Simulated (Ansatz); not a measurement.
BaF₂ (fluorite, Fm-3m), PBE in the plane-wave PAW code Ansatz. The conduction-band minimum lies at Γ, with 1 equivalent valley. Second derivatives d²E/dk² of the lowest band at one valley (eV·Å²), along Cartesian directions:

```
direction  d²E/dk²
---------  -------
[100]        15.49
[010]        15.49
[001]        15.49
[110]        15.49
[101]        15.49
[011]        15.49
```

Find the principal effective masses, the density-of-states mass and the conductivity mass.

Off-diagonal terms follow from H_xy = H[110] − (H_xx + H_yy)/2, and m*/mₑ = 7.620 eV·Å² over each eigenvalue: 0.49, 0.49, 0.49. One valley's DOS mass (m₁m₂m₃)^(1/3) = 0.49, conductivity mass 3/(Σ 1/mᵢ) = 0.49 mₑ.

What effective density of states Nc follows at 300 K for parabolic valleys?

Nc = 2.509e19 × 1 × (0.49)^(3/2) ≈ 8.6e18 cm⁻³.

The PBE relaxation kept the symmetry of its start. Scalar-relativistic: spin–orbit coupling is off unless named, which matters more the heavier the elements.

Potentials: the later of the program's two PAW sets.

Edges and masses are those of Kohn–Sham bands, whose gap is no quasiparticle gap.
